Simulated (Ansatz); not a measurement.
An Ansatz (a quantum-chemistry and plane-wave program) run. Input:

Ansatz 0.2 input:
```yaml
crystal:
  lattice:
    - [0.0, 2.8023908377, 2.8023908377]
    - [2.8023908377, 0.0, 2.8023908377]
    - [2.8023908377, 2.8023908377, 0.0]
  atoms:
    - { symbol: Be, position: [0.0, 0.0, 0.0] }
    - { symbol: Te, position: [0.25, 0.25, 0.25] }
kpoints:
  mp_grid: { grid: [9, 9, 9] }
hamiltonian:
  xc: pbesol
  pseudopotentials: { azcp: { folder: ./paw }, kind: paw }
scf:
  occupations: { method: fixed }
dielectric: { raman: true }
```

Output (shortened):

```
Pseudopotential: Be, paw, valence charge 2
Pseudopotential: Te, paw, valence charge 16
Functional definition: PBEsol
Crystal: 2 atoms, lattice volume = 44.017 Å³
Basis set: ecut = 420 eV, 869 PW (Γ), exchange–correlation on 54×54×54 points (8 copies of the dense FFT grid, shifted against one another)
Bands: 13, of which v1, the nominal top of the filled ones, is band 9 counted from 1 (8 counted from 0)
Symmetry: 24 space group operations
k-points: 125 of 729 (irreducible under 4 space group operations, time reversal used)
SCF iter   1: F=—  HF=-6992.798304 eV  |F-HF|=—  |Δ(HF+E_count)|=         —  Δρ=3.07e-2  dr2=4.89e-1  ethr=3.10e-3  ⟨swp⟩=5.3  Hψ=8987  notcnv=0  defer=227
preconditioner: auto → none
SCF iter   2: F=—  HF=-6992.659744 eV  |F-HF|=—  |Δ(HF+E_count)|=   1.39e-1  Δρ=1.18e-2  dr2=5.24e-2  ethr=2.72e-3  ⟨swp⟩=2.0  Hψ=2904  notcnv=0  defer=221
SCF iter   3: F=—  HF=-6992.653089 eV  |F-HF|=—  |Δ(HF+E_count)|=   6.65e-3  Δρ=2.54e-3  dr2=1.72e-3  ethr=2.91e-4  ⟨swp⟩=2.8  Hψ=2374  notcnv=0  defer=239
SCF iter   4: F=—  HF=-6992.653103 eV  |F-HF|=—  |Δ(HF+E_count)|=   1.43e-5  Δρ=7.10e-4  dr2=1.42e-4  ethr=9.56e-6  ⟨swp⟩=3.0  Hψ=3203  notcnv=0  defer=239
SCF iter   5: F=—  HF=-6992.653096 eV  |F-HF|=—  |Δ(HF+E_count)|=   6.84e-6  Δρ=1.16e-4  dr2=2.70e-6  ethr=7.88e-7  ⟨swp⟩=3.0  Hψ=2864  notcnv=0  defer=239
SCF iter   6: F=—  HF=-6992.653100 eV  |F-HF|=—  |Δ(HF+E_count)|=   3.07e-6  Δρ=8.83e-6  dr2=1.81e-8  ethr=1.50e-8  ⟨swp⟩=2.1  Hψ=2020  notcnv=0  defer=121
SCF iter   7: F=—  HF=-6992.653099 eV  |F-HF|=—  |Δ(HF+E_count)|=   4.18e-7  Δρ=1.24e-6  dr2=9.74e-10  ethr=1.00e-10  ⟨swp⟩=3.0  Hψ=2735  notcnv=0  defer=68
SCF iter   8: F=-6992.653099 eV  HF=-6992.653099 eV  |F-HF|=0.00e0  |Δ(HF+E_count)|=  3.02e-10  Δρ=6.02e-8  dr2=1.32e-12  ethr=1.00e-12  ⟨swp⟩=6.5  Hψ=8018  notcnv=0
SCF 1 converged in 8 iterations: F = -6992.653099 eV  dr2 = 1.32e-12
NSCF: frozen V_eff on 6 k-points
DFPT response loops at Γ: preconditioner auto → none (the input reference at scf.mixing.eps_inf says where Resta's filter doesn't serve); β = 0.50 …
── the response to a field inside a basis, on 10×10×10 k-points: an SCF that follows is theirs, and a resumed run solves both again ──
Crystal: 2 atoms, lattice volume = 44.017 Å³
Bands: 10, of which v1, the nominal top of the filled ones, is band 9 counted from 1 (8 counted from 0)
k-points: 110
SCF iter   1: F=—  HF=-6992.649251 eV  |F-HF|=—  |Δ(HF+E_count)|=         —  Δρ=1.22e-4  dr2=1.59e-6  ethr=1.00e-1
preconditioner: auto → none
SCF iter   2: F=—  HF=-6992.649253 eV  |F-HF|=—  |Δ(HF+E_count)|=   2.36e-6  Δρ=5.86e-5  dr2=3.19e-7  ethr=8.85e-9
SCF iter   3: F=—  HF=-6992.649254 eV  |F-HF|=—  |Δ(HF+E_count)|=   9.04e-7  Δρ=1.15e-5  dr2=3.78e-8  ethr=1.77e-9
SCF iter   4: F=—  HF=-6992.649254 eV  |F-HF|=—  |Δ(HF+E_count)|=   1.82e-8  Δρ=6.91e-7  dr2=1.77e-10  ethr=2.10e-10
SCF iter   5: F=-6992.649254 eV  HF=-6992.649254 eV  |F-HF|=1.27e-11  |Δ(HF+E_count)|=  1.79e-10  Δρ=1.77e-7  dr2=8.69e-12  ethr=1.00e-12
SCF 1 converged in 5 iterations: F = -6992.649254 eV  dr2 = 8.69e-12
DFPT response loops at Γ: mixed as the last ones told, above
DFPT response loops at Γ: mixed as the last ones told, above
SCF converged after 8 iterations
Free energy (F): -6992.653099 eV
Harris-Foulkes:  -6992.653099 eV  (|F-HF|=0.00e0)
Internal energy: -6992.653099 eV  (E = F + TS)
E sigma→0 (E₀):  -6992.653099 eV
Fermi energy:    7.489956 eV
--- Per-component energies (eV) ---
  E_band       = -266.844973
  E_kinetic    = 192.663377
  E_local      = -1728.212147  (includes V_loc(G=0)·N_el)
  E_nonlocal   = 74.098926
  E_hartree    = 859.898493
  E_xc         = -140.650488
  E_vxc        = -121.374619  (∫ρ·V_xc dr)
  E_paw        = -4653.597109  (= ΣΔE_a)
  E_vpaw       = -403.817609  (= ΣTr[D̂ρ^β])
  E_aug_tail   = 0.000081  (compensation charges beyond the density's cutoff)
  E_ewald      = -1597.238575
  E_core_change = 0.384343  (= ΣΔE_core)
  E_smearing   =  0.000000  (= −TS)
  E_closure    = 0.000000  (closes the sum)
  Σ components = -6992.653099   (vs F -6992.653099, Δ=0.00e0)
  [band-id]    e_kinetic+e_local+e_nonlocal+2·e_hartree+e_vxc+e_vpaw+e_augmentation_tail = -266.845006   (vs E_band -266.844973, Δ=-3.23e-5)
--- Band table (eV; the first three rows and the last of 125) ---
  k-point 0: bands = ["-28.7117", "-28.7117", "-28.7117", "-28.6972", "-28.6972", "-4.9407", "7.4900", "7.4900", "7.4900", "11.0983", "11.0983", "11.0983", "11.3213"]
  k-point 1: bands = ["-28.7114", "-28.7113", "-28.7113", "-28.6971", "-28.6971", "-4.8211", "6.3687", "7.2938", "7.2938", "11.0451", "11.3852", "11.3852", "12.4141"]
  k-point 2: bands = ["-28.7108", "-28.7103", "-28.7103", "-28.6969", "-28.6969", "-4.4839", "4.5394", "6.8990", "6.8990", "10.8521", "11.8934", "11.8934", "14.1714"]
  k-point 124: bands = ["-28.7096", "-28.7086", "-28.7065", "-28.6974", "-28.6959", "-3.3981", "2.8638", "3.9631", "5.5766", "11.6824", "12.4771", "13.4006", "15.2276"]
--- Dielectric response (ions clamped): 3 representative field directions + reference, inside a basis on a mesh of 1000 k-points (Σ response iterations 18) ---
  ε∞ (high-frequency dielectric tensor):
        7.536443     0.000000     0.000000
        0.000000     7.536443     0.000000
        0.000000     0.000000     7.536443
  Born effective charges Z* (e; rows j = field, columns β = displacement):
    site 0:
         1.30671    0.00000    0.00000
         0.00000    1.30671    0.00000
         0.00000    0.00000    1.30671
    site 1:
        -1.30671    0.00000    0.00000
         0.00000   -1.30671    0.00000
         0.00000    0.00000   -1.30671
  Z* charge neutrality: 4.527e-4 e pre-enforcement
  solved inside a basis spanned on kpoints, on 10×10×10 k-points transformed towards the longest dipole …
  Raman tensors (in the event stream and the table raman_tensors.tsv) …
```

Cost: around 2.4 core-minutes (rough) on shared cores.

Space group F-43m (zinc blende). The PBEsol relaxation kept the symmetry of its start. Scalar-relativistic: spin–orbit coupling is off unless named, which matters more the heavier the elements.

Potentials: the earlier of the program's two PAW sets. The files were generated under PBE; for other functionals the program regenerates the frozen cores, and for LDA and PBEsol the local potential too.

Ansatz is a plane-wave DFT program.
